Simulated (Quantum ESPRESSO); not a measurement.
# Planted mistakes on one cell of Si2AlFO5

The results below are calculated, not measured. They come from pw.x of Quantum ESPRESSO 7.5, a plane-wave density functional program, with PseudoDojo standard norm-conserving files (v0.5 for PBE, v0.4.1 for LDA and PBEsol). The cells are made up: elements, strain and atom displacements were drawn at random, and nothing was relaxed. There is no spin polarisation, spin-orbit coupling or dispersion term.

The cell has 9 sites of a quartz lattice. Sites 1 to 3 hold Si Si Al; sites 4 to 9 hold F O O O O O. Cell vectors in Å: (5.013, -0.030, 0.025); (-2.533, 4.463, -0.016); (0.028, -0.005, 5.597). Settings: PBE, cutoff 1143 eV, 5 x 5 x 4 k mesh shifted by half a step, Fermi-Dirac smearing of 0.025 eV.

The intended run has a self-consistency threshold of 1e-07 eV, a smearing term of 0.000 eV, a pressure of 6.25 GPa and 12 iterations. Each further run changes one thing: all lengths scaled by 0.9896; atoms of sites 1 and 3 exchanged; cutoff 680 eV; files of LDA; one electron removed; smearing 0.55 eV; threshold 0.07 eV. A coarse mesh keeps the shift, and a charged cell sits in a uniform background.

```
run,change of free energy (eV),smearing term -TS (eV),change of P (GPa),largest change of a force component (eV/Å),iterations
A,-1.601,-0.022,-10.09,1.441,15
B,2.487,0.000,-7.70,0.731,12
C,-0.016,-0.105,0.15,0.053,11
D,1.066,0.000,0.92,5.843,11
E,0.010,0.000,3.36,0.079,5
F,4.154,0.000,-26.37,0.098,12
G,0.215,0.000,5.50,0.842,12
```

A rerun of the intended cell at 1437 eV and k mesh 7 x 7 x 6 moved values by no more than 0.003 eV in the cell's energy, 0.02 GPa in stress and 0.002 eV/Å in force.

Question: which change belongs to which run?

## Worked reading

Run E has the fewest iterations, as a run stopped early does. Run C has the largest smearing term, as wide smearing gives. Run F has a higher energy and the largest fall in pressure, as too small a basis gives. Run G changes the volume by a factor of 0.9691; minus its pressure change over the logarithm of that factor, 175 GPa, is a rough bulk modulus with clamped atoms. Energies from files of another functional, or of a charged cell, have another zero and say nothing on stability; the pressure of a charged cell rests on the program's zero of potential too.

## Key

```
run                            change
  A              one electron removed
  B                      files of LDA
  C                  smearing 0.55 eV
  D  atoms of sites 1 and 3 exchanged
  E                 threshold 0.07 eV
  F                     cutoff 680 eV
  G      all lengths scaled by 0.9896
```